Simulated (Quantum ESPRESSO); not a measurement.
## Kohn-Sham bands of SnS$_{2}$ (P6₃mc)

```xyz
6
Lattice="3.6758 0.0000 0.0000 -1.8379 3.1834 0.0000 0.0000 0.0000 12.3390" Properties=species:S:1:pos:R:3 pbc="T T T"
Sn     1.8379    -1.0611    -4.6270
Sn    -1.8379     1.0611     1.5425
S     -1.8379     1.0611    -3.1662
S      1.8379    -1.0611     3.0033
S      0.0000     0.0000     0.0813
S      0.0000     0.0000    -6.0882
```

Cell from Materials Project (mp-9984), symmetrised, no further relaxation. Not found in the COD (Crystallography Open Database) copy used, which has the formula in other groups; not checked further. Method: LDA plane waves in Quantum ESPRESSO 7.5 (PseudoDojo norm-conserving files, 58 Ry, no spin polarisation, no spin-orbit coupling), Bloch states on a 6×6×4 mesh through Γ, Wannier90 4.0.1. Density: 12×12×4 mesh, cold smearing 0.01 Ry. The cell is built of weakly bound layers, chains or molecules, whose nearest atoms lie 3.88 Å apart. Database cells relaxed without dispersion often hold them too far apart, which can enlarge gaps and weakens couplings between them; spacing and stacking were not compared with the measured crystal. Spin-orbit coupling is left out although heavy elements are present.

Problem. List the Kohn-Sham levels between −8 and 4.2 eV relative to the valence-band maximum at the high-symmetry points, as a band run of pw.x on that density gives them (levels within 2 meV counted together).

Solution. 
```json
[
 {"point": "Γ", "k (reciprocal lattice)": "0.000 0.000 0.000", "levels (eV)": "-5.34, -4.62, -1.57, -0.63 (×2), -0.56 (×2), -0.23 (×2), -0.16 (×2), -0.06, 1.74, 2.76, 3.50, 3.58"},
 {"point": "M", "k (reciprocal lattice)": "0.500 0.000 0.000", "levels (eV)": "-6.93, -6.89, -4.51, -4.38, -2.43, -2.34, -2.26, -2.01, -0.74, -0.44, -0.31, -0.23, 1.20, 1.50"},
 {"point": "K", "k (reciprocal lattice)": "0.333 0.333 0.000", "levels (eV)": "-7.16 (×2), -3.84, -3.72 (×2), -3.52, -3.21 (×2), -1.06, -0.73 (×2), -0.34, 2.58 (×2)"},
 {"point": "A", "k (reciprocal lattice)": "0.000 0.000 0.500", "levels (eV)": "-5.02 (×2), -0.88 (×2), -0.60 (×4), -0.19 (×4), 2.35 (×2), 3.54 (×2)"},
 {"point": "L", "k (reciprocal lattice)": "0.500 0.000 0.500", "levels (eV)": "-6.91 (×2), -4.46 (×2), -2.39 (×2), -2.09 (×2), -0.62 (×2), -0.33 (×2), 1.43 (×2)"},
 {"point": "H", "k (reciprocal lattice)": "0.333 0.333 0.500", "levels (eV)": "-7.16 (×2), -3.69 (×2), -3.68 (×2), -3.27 (×2), -0.69 (×4), 2.50 (×2)"}
]
```
